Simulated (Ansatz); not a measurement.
## YbTl$_{3}$: one input, then a changed one

The geometry is COD entry 1527560, unchecked; take it as a test cell.

First run: DFT, r2SCAN, PAW with Ansatz's default frozen-core files, scalar-relativistic (Ansatz 0.2.0).

Command: `ansatz run input.yaml --threads 1 --pin off --max-ram 6144MiB --backend cpu --events-out ev --progress --plain --runs-dir out` The run took 2.2 min on 1 thread of Arm Neoverse N1, on a shared host.

```yaml
crystal:
  lattice:
    - [4.613, 0.0, 0.0]
    - [0.0, 4.613, 0.0]
    - [0.0, 0.0, 4.613]
  atoms:
    - { symbol: Yb, position: [0.0, 0.0, 0.0] }
    - { symbol: Tl, position: [0.0, 0.5, 0.5] }
    - { symbol: Tl, position: [0.5, 0.0, 0.5] }
    - { symbol: Tl, position: [0.5, 0.5, 0.0] }
kpoints:
  mp_grid: { grid: [7, 7, 7] }
scf:
  occupations: { method: fermi_dirac, width: 0.05 }
hamiltonian:
  xc: r2scan
  pseudopotentials: { kind: paw }
output:
  forces: true
  stress: true
  efg: { contact_densities: true }
relax:
  f_tol: 0.005
  max_steps: 80
  cell: {}
```

Result: converged; relaxed volume 27.070 Å³/atom; 57 SCF iterations in all.

Semilocal functionals without a Hubbard term describe localised f shells poorly; where the shell is localised, the real material differs.

No spin–orbit coupling, which matters for the heavy atoms here.

The input is then changed:

```diff
@@ -15,5 +15,5 @@
 hamiltonian:
   xc: r2scan
-  pseudopotentials: { kind: paw }
+  pseudopotentials: { kind: nc }
 output:
   forces: true
```

Task: What does the second run give?

Result: It was refused before any iteration. The program says:
```
Error: output.efg without hamiltonian.pseudopotentials.kind: paw|paw_fr|all_electron or hamiltonian.pseudopotentials.kind: all_electron — the all-electron EFG reconstruction needs the PAW one-centre densities; drop the efg request, or set kind: paw (paw_fr under spin-orbit coupling) (under a functional that reads the kinetic-energy density, kind: paw is refused in some combinations and carries risks of its own in the rest: see hamiltonian.xc for the refusals and hamiltonian.pseudopotentials.kind for the risks, both in the input reference; kind: paw is refused beside gw.static_remainder)
```
